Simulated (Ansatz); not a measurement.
The relaxed structure here is a generated cell of CoSn: the first start was made by placing the elements on the sites of a structure type, and the end was not matched to a known phase here, so it may be hypothetical. Known forms of CoSn include space group No. 191.

The end point of a relaxation of CoSn. Space group Cmmm (No. 65). Calculation: PBEsol (plane waves to 420 eV, PAW, scalar-relativistic; Ansatz, a quantum-chemistry and plane-wave program).

```cif
data_Co6Sn6
_chemical_formula_sum 'Sn6 Co6'
_space_group_name_H-M_alt 'Cmmm'
_space_group_IT_number 65
_space_group_name_Hall '-C 2 2'
_cell_length_a 5.90066
_cell_length_b 8.48517
_cell_length_c 4.12295
_cell_angle_alpha 90.000
_cell_angle_beta 90.000
_cell_angle_gamma 90.000
loop_
_space_group_symop_operation_xyz
  'x, y, z'
  '-x, -y, -z'
  '-x, -y, z'
  'x, y, -z'
  'x, -y, -z'
  '-x, y, z'
  '-x, y, -z'
  'x, -y, z'
  'x+1/2, y+1/2, z'
  '-x+1/2, -y+1/2, -z'
  '-x+1/2, -y+1/2, z'
  'x+1/2, y+1/2, -z'
  'x+1/2, -y+1/2, -z'
  '-x+1/2, y+1/2, z'
  '-x+1/2, y+1/2, -z'
  'x+1/2, -y+1/2, z'
loop_
_atom_site_label
_atom_site_type_symbol
_atom_site_symmetry_multiplicity
_atom_site_Wyckoff_symbol
_atom_site_fract_x
_atom_site_fract_y
_atom_site_fract_z
_atom_site_occupancy
Sn1 Sn 4 i 0.00000 0.27534 0.00000 1
Co1 Co 4 g 0.22829 0.00000 0.00000 1
Sn2 Sn 2 d 0.50000 0.50000 0.50000 1
Co2 Co 2 c 0.00000 0.50000 0.50000 1
```
(The calculation used a cell of 6 atoms; values per cell refer to that cell.)

Q: What magnetic moment does PBEsol give?

A: Net 0.33 μB/atom, ferromagnetic.

Spin state reached: ferromagnetic (net 0.33 μB/atom); other spin orders were not run from this start.

The run could not lose the symmetry of its start: the end is stationary, and may be a saddle point rather than a minimum.

It was reached from a disturbed copy of a P6/mmm (No. 191) cell (AFLOW prototype AB_hP6_191_f_ad (B35, as in CoSn)), against which it lies +0.33 eV/atom.
